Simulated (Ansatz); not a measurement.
Zr:
```yaml
crystal:
  lattice:
    - [5.03765, 0.00000, 0.00000]
    - [-2.51882, 4.36273, 0.00000]
    - [0.00000, 0.00000, 3.15864]
  atoms:
    - { symbol: Zr, position: [0.00000, 0.00000, 0.00000] }
    - { symbol: Zr, position: [0.66667, 0.33333, 0.50000] }
    - { symbol: Zr, position: [0.33333, 0.66667, 0.50000] }
```

Relaxed with r²SCAN. Special points in fractions of this cell's reciprocal vectors: Γ (0.000, 0.000, 0.000); M (0.500, 0.000, 0.000); K (0.333, 0.333, 0.000); A (0.000, 0.000, 0.500); L (0.500, 0.000, 0.500); H (0.333, 0.333, 0.500).

Problem. List the band energies nearest the Fermi level at these points for r²SCAN with spin–orbit coupling (plane waves, PAW; program Ansatz).

Solution. In eV from the Fermi level; about four levels below and three above (degenerate sets whole), none deeper than 8.9 eV; points with the same levels are listed once.

| k | below | above |
|---|---|---|
| Γ | -0.55 -0.55 -0.12 -0.12 | 0.99 0.99 1.71 1.71 |
| M | -0.56 -0.56 -0.50 -0.50 | 0.00 0.00 0.78 0.78 |
| K | -0.48 -0.48 -0.46 -0.46 | 0.02 0.02 0.15 0.15 |
| A | -2.05 -2.05 -1.62 -1.62 | 1.20 1.20 1.29 1.29 |
| L | -0.92 -0.92 -0.66 -0.66 | 0.37 0.37 0.97 0.97 |
| H | -1.21 -1.21 -1.19 -1.19 | 0.54 0.54 0.62 0.62 |

Space group P6/mmm. This is a known high-pressure phase of the composition, computed here at zero pressure and temperature. Symmetry was held in the r²SCAN relaxation; whether a distortion lowers the energy is not shown. No spin polarisation was allowed.

Potentials: the earlier of the program's two PAW sets.
